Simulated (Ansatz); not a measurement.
**Data sheet: GaP (DFT)**

GaP:
```
GaP
1.0
    3.86419     0.00000     0.00000
   -1.93210     3.34649     0.00000
    0.00000     0.00000     8.51387
Ga P
3 3
Direct
  0.50000   0.00000   0.00000
  0.00000   0.50000   0.66667
  0.50000   0.50000   0.33333
  0.50000   0.00000   0.50000
  0.00000   0.50000   0.16667
  0.50000   0.50000   0.83333
```

Space group P6_222 (No. 180); conventional cell a = 3.8642 Å, b = 3.8642 Å, c = 8.5139 Å, α = 90.00°, β = 90.00°, γ = 120.00°.

Method: the program Ansatz at the HSE06 level (PAW). The cell and atoms are relaxed at this level. Other levels are named where they apply.

Cell and energy:

Volume per atom: 18.35 Å³
Density: 4.56 g/cm³

Electronic structure:

- Band gap: 0.95 eV (indirect)
- Valence-band maximum: at Γ
- Conduction-band minimum: at K (2 equivalent valleys)
- Smallest direct gap on the standard path: 1.46 eV

Mechanics:

- Bulk modulus (Birch–Murnaghan fit) = 951 kbar
- Pressure derivative B′ = 4.4

Charges:

Bader charges: Ga +0.94, P -0.94 e

A made-up cell: these elements were put on the sites of a structure type; neither database checked (COD, Materials Project) lists it. It is not the phase usual at ambient conditions (space group No. 216). The HSE06 relaxation kept the symmetry of its start; its stability against distortions is not shown here. The hybrid was solved on a coarse mesh, the path and, where they were found, the r²SCAN edge points; its band edges are the extreme levels among these. Scalar-relativistic: spin–orbit coupling is off unless named, which matters more the heavier the elements.

Potentials: the later of the program's two PAW sets.
